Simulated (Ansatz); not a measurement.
# NiGe: from a starting cell to a relaxed one

The start is a relaxed NiGe cell, doubled along one cell vector, shaken by Gaussian noise of σ = 0.08 Å a coordinate. The structure is fully relaxed (lattice and positions, P = 0) with r2SCAN (plane waves to 500 eV, PAW, scalar-relativistic; Ansatz, an electronic-structure program). First-step values are on the input's coarse k-mesh.

Ansatz input (later rounds restart from its end on a renewed k-mesh):
Ansatz 0.2 input:
```yaml
crystal:
  lattice:
    - [2.9356775157, 0, 0]
    - [0, 2.9356775157, 0]
    - [0, 0, 5.8713550314]
  atoms:
    - { symbol: Ni, position: [-0.0175516069, -0.0172676765, 0.0164382746] }
    - { symbol: Ni, position: [-0.0085678037, -0.0153983026, 0.5178176278] }
    - { symbol: Ge, position: [0.5042878686, 0.505993333, 0.2741553262] }
    - { symbol: Ge, position: [0.5063982608, 0.4759574501, 0.7434149811] }
basis: { ecutwfc: 500, ecutrho_ratio: 4, xc_grid: 4, fft_grid_basis: typed }
kpoints: { mp_grid: { grid: [8, 8, 4] } }
hamiltonian:
  xc: r2scan
  dispersion: none
  pseudopotentials: { kind: paw }
scf: { occupations: { method: fermi_dirac, width: 0.05 } }
relax: { f_tol: 0.01, max_steps: 100, cell: { stress_tol: 0.02 } }
output: { forces: true, stress: true }
```

| Item | Result |
|---|---|
| Largest initial force | about 1.2 eV/Å, on Ge4 (atoms numbered as listed) |
| Energy released | 0.03 eV/atom |
| Relative to the parent | The parent structure is recovered, Pm-3m (No. 221) |
| Optimiser moves | 6 |

Final values are on a 16×16×16 k-mesh of the relaxed cell. No spin polarisation in the result. A magnetic state may lie lower.

The relaxed structure here is a generated cell of NiGe: the first start was made by placing the elements on the sites of a structure type, and the end was not matched to a known phase here, so it may be hypothetical.
